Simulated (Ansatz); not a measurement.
Here is the system:

N:
```xyz
4
Lattice="4.0592 0.0000 0.0000 0.0000 4.0592 0.0000 0.0000 0.0000 5.2353" Properties=species:S:1:pos:R:3 pbc="T T T"
N      3.6728     3.6728     0.0000
N      0.3864     0.3864     0.0000
N      2.4161     1.6432     2.6177
N      1.6432     2.4161     2.6177
```

This is the r²SCAN+D4-relaxed structure. Cartesian axes are those of the cell as given.

### Question
All from plane-wave PAW r²SCAN+D4 (Ansatz code), unless another level is named. Estimate the bulk modulus (Birch–Murnaghan fit).

### Answer
2.4 GPa.

### Question
Predict the elastic constants (relaxed ions, GPa).

### Answer
C11 = 3.3, C12 = 2.1, C13 = 1.7, C33 = 4.2, C44 = -0.1, C66 = 1.3.

### Question
Predict the highest zone-centre frequency.

### Answer
2414 cm⁻¹.

Space group P4_2/mnm. The first step of the workflow began from a Materials Project structure, measured or hypothetical; the Crystallography Open Database copy checked does not list it. It is not the usual solid phase (space group No. 205). The cell was relaxed with r²SCAN+D4 under the symmetry of its start; phonons on a q-mesh show weakly imaginary modes. The substance is a gas or liquid at ambient conditions.

Potentials: the later of the program's two PAW sets.
